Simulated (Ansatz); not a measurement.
Pressure against volume: Mg

```yaml
crystal:
  lattice:
    - [0.00000, 2.24426, 2.24426]
    - [2.24426, 0.00000, 2.24426]
    - [2.24426, 2.24426, 0.00000]
  atoms:
    - { symbol: Mg, position: [0.00000, 0.00000, 0.00000] }
```

Structure from Materials Project entry mp-1056702 (possibly hypothetical), not relaxed further.

Methods: DFT, LDA, all-electron LAPW, scalar-relativistic (Ansatz 0.2.0); DFT, LDA, PAW with Ansatz's default frozen-core files, scalar-relativistic (Ansatz 0.2.0).

For LAPW: a Γ-centred 16×16×16 k mesh, Fermi–Dirac smearing of 0.03 eV, basis error target 1 meV/atom, no spin polarisation. PAW takes a cutoff of 420 eV at this cell (files made with PBE, cores remade for this functional). The Ansatz runs share mesh, smearing and spin set-up. Plane-wave (PAW) pressures include the program's estimate of the Pulay term.

The cell above is scaled evenly, with fractional coordinates and shape held.

```json
{"V/V(cell)": "0.9400", "V (Å³/atom)": "21.251", "P, LAPW (GPa)": "1.04", "P, PAW (GPa)": "1.01"}
{"V/V(cell)": "0.9405", "V (Å³/atom)": "21.262", "P, LAPW (GPa)": "1.02", "P, PAW (GPa)": "0.99"}
{"V/V(cell)": "0.9600", "V (Å³/atom)": "21.703", "P, LAPW (GPa)": "0.18", "P, PAW (GPa)": "0.15"}
{"V/V(cell)": "0.9800", "V (Å³/atom)": "22.155", "P, LAPW (GPa)": "-0.61", "P, PAW (GPa)": "-0.64"}
{"V/V(cell)": "0.9900", "V (Å³/atom)": "22.381", "P, LAPW (GPa)": "-0.97", "P, PAW (GPa)": "-1.00"}
{"V/V(cell)": "1.0000", "V (Å³/atom)": "22.607", "P, LAPW (GPa)": "-1.31", "P, PAW (GPa)": "-1.34"}
{"V/V(cell)": "1.0100", "V (Å³/atom)": "22.833", "P, LAPW (GPa)": "-1.64", "P, PAW (GPa)": "-1.67"}
{"V/V(cell)": "1.0200", "V (Å³/atom)": "23.059", "P, LAPW (GPa)": "-1.95", "P, PAW (GPa)": "-1.98"}
{"V/V(cell)": "1.0400", "V (Å³/atom)": "23.512", "P, LAPW (GPa)": "-2.53", "P, PAW (GPa)": "-2.55"}
{"V/V(cell)": "1.0600", "V (Å³/atom)": "23.964", "P, LAPW (GPa)": "-3.05", "P, PAW (GPa)": "-3.07"}
```

(1) What do Birch–Murnaghan fits to the pressures give?

Answers

(1) LAPW: V0 = 21.80 Å³/atom, B0 = 39 GPa, B0′ = 4.0; PAW: V0 = 21.78 Å³/atom, B0 = 39 GPa, B0′ = 4.0.
